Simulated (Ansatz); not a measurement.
Relaxed SrTiO₃ (cubic perovskite):

```xyz
5
Lattice="3.9070 0.0000 0.0000 0.0000 3.9070 0.0000 0.0000 0.0000 3.9070" Properties=species:S:1:pos:R:3 pbc="T T T"
Sr     0.0000     0.0000     0.0000
Ti     1.9535     1.9535     1.9535
O      0.0000     1.9535     1.9535
O      1.9535     1.9535     0.0000
O      1.9535     0.0000     1.9535
```

In this cell atom 1 (Sr, nearest neighbour O at 2.763 Å; its periodic images, 3.9 Å or more away, move with it) is moved by s along Cartesian [111], unit vector (0.577, 0.577, 0.577); all other atoms and the cell stay fixed.

The numbers are results of r2SCAN (plane waves to 500 eV, PAW, scalar-relativistic; Ansatz, a program for electronic structure), not measurements. k mesh 7×7×7 (Γ-centred), Fermi-Dirac smearing 0.05 eV. Energies are smeared free energies. Left out: 2 of 11 points, with atoms too close for the PAW data. SrTiO3 is run without spin polarisation. SrTiO3 was relaxed with its symmetry unable to fall. ΔE is measured from the undisplaced structure.

Successive frames, forces in eV/Å:

| frame | ΔE (eV/cell) | F on Sr1 | F on Ti2 | F on O3 | F on O4 | F on O5 |
|---|---|---|---|---|---|---|
| s = -0.166 Å | 0.057 | (0.416, 0.416, 0.416) | (-0.313, -0.313, -0.313) | (-0.124, 0.011, 0.011) | (0.011, 0.011, -0.124) | (0.011, -0.124, 0.011) |
| s = 0.000 Å | 0.000 | (0.000, 0.000, 0.000) | (0.000, 0.000, 0.000) | (0.000, 0.000, 0.000) | (0.000, 0.000, 0.000) | (0.000, 0.000, 0.000) |
| s = 0.166 Å | 0.057 | (-0.416, -0.416, -0.416) | (0.313, 0.313, 0.313) | (0.124, -0.011, -0.011) | (-0.011, -0.011, 0.124) | (-0.011, 0.124, -0.011) |

Q: What are the energy and the forces in the next frame, s = 0.332 Å?

A: ΔE (eV/cell) = 0.258.

```json
[
 {"atom": "Sr1", "Fx": "-1.030", "Fy": "-1.030", "Fz": "-1.030"},
 {"atom": "Ti2", "Fx": "0.671", "Fy": "0.671", "Fz": "0.671"},
 {"atom": "O3", "Fx": "0.251", "Fy": "0.054", "Fz": "0.054"},
 {"atom": "O4", "Fx": "0.054", "Fy": "0.054", "Fz": "0.251"},
 {"atom": "O5", "Fx": "0.054", "Fy": "0.251", "Fz": "0.054"}
]
```

(For displaced atoms, the force is minus the slope of the energy, and its curvature is a force constant, which sets phonon frequencies.)
